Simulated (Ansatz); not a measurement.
A distorted cell of Te (trigonal-Te type, space group P3_121):

```xyz
3
Lattice="4.6235 0.0000 0.0000 -2.3118 4.0041 0.0000 0.0000 0.0000 5.9044" Properties=species:S:1:pos:R:3 pbc="T T T"
Te     1.1718     0.0000     1.9681
Te    -0.7839     0.8168     3.9362
Te     1.7259     2.9893     0.0000
```

Method: r2SCAN (plane waves to 500 eV, PAW, scalar-relativistic; Ansatz, a first-principles code). k mesh 7×7×5 (Γ-centred), Fermi-Dirac smearing 0.05 eV. The energy includes the smearing's −TS. Compression counts positive. Spin-orbit coupling is left out, though Te is heavy. Te was relaxed with its symmetry unable to fall. The PAW data are Ansatz's earlier set.

Task: Predict the force on every atom, in eV/Å.

Result: 
```json
[
 {"atom": "Te1", "Fx": "-0.214", "Fy": "-0.155", "Fz": "0.092"},
 {"atom": "Te2", "Fx": "0.413", "Fy": "0.690", "Fz": "-0.418"},
 {"atom": "Te3", "Fx": "-0.199", "Fy": "-0.535", "Fz": "0.325"}
]
```

Task: Give the stress tensor in GPa and the pressure.

Result: 
```
  -0.40     0.23     0.75
   0.23     1.96    -1.61
   0.75    -1.61     1.53
```
The pressure, a third of the trace, is 1.03 GPa.

Task: In it atom 2 sits (-0.198, -0.198, 0.000) Å away from its relaxed site. What is its energy relative to the relaxed cell?

Result: 108.5 meV/cell.

(For displaced atoms, the force is minus the slope of the energy, and its curvature is a force constant, which sets phonon frequencies.)
